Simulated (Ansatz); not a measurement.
Si:
```cif
data_Si16
_chemical_formula_sum 'Si16'
_space_group_name_H-M_alt 'C2/m'
_space_group_IT_number 12
_space_group_name_Hall '-C 2y'
_cell_length_a 13.80321
_cell_length_b 3.83971
_cell_length_c 6.32615
_cell_angle_alpha 90.000
_cell_angle_beta 96.765
_cell_angle_gamma 90.000
loop_
_atom_site_label
_atom_site_type_symbol
_atom_site_symmetry_multiplicity
_atom_site_Wyckoff_symbol
_atom_site_fract_x
_atom_site_fract_y
_atom_site_fract_z
_atom_site_occupancy
Si1 Si 4 i 0.05530 0.00000 0.87335 1
Si2 Si 4 i 0.44092 0.00000 0.34671 1
Si3 Si 4 i 0.21253 0.00000 0.05700 1
Si4 Si 4 i 0.27296 0.00000 0.41427 1
```
(The calculation used a cell of 8 atoms; values per cell refer to that cell.)

Relaxed with PBEsol. 

Question: HSE06 on this cell (Ansatz, a first-principles code, PAW) gives a gap of 0.79 eV. What does PBEsol give?

Answer: 0.16 eV.

Cost on shared cores: the PBEsol run (SCF on a 8×8×5 mesh, then bands and DOS) very roughly 3 core-minutes, the HSE06 run (SCF on 5×5×3, then a few points) very roughly 9 core-minutes; the tasks are unlike.

The first step of the workflow began from a Materials Project structure, measured or hypothetical; the Crystallography Open Database copy checked does not list it. It is not the phase usual at ambient conditions (space group No. 227). Symmetry was held in the PBEsol relaxation; whether a distortion lowers the energy is not shown.

Potentials: the earlier of the program's two PAW sets. The files were generated under PBE; for other functionals the program regenerates the frozen cores, and for LDA and PBEsol the local potential too.

Ansatz is a plane-wave DFT program.
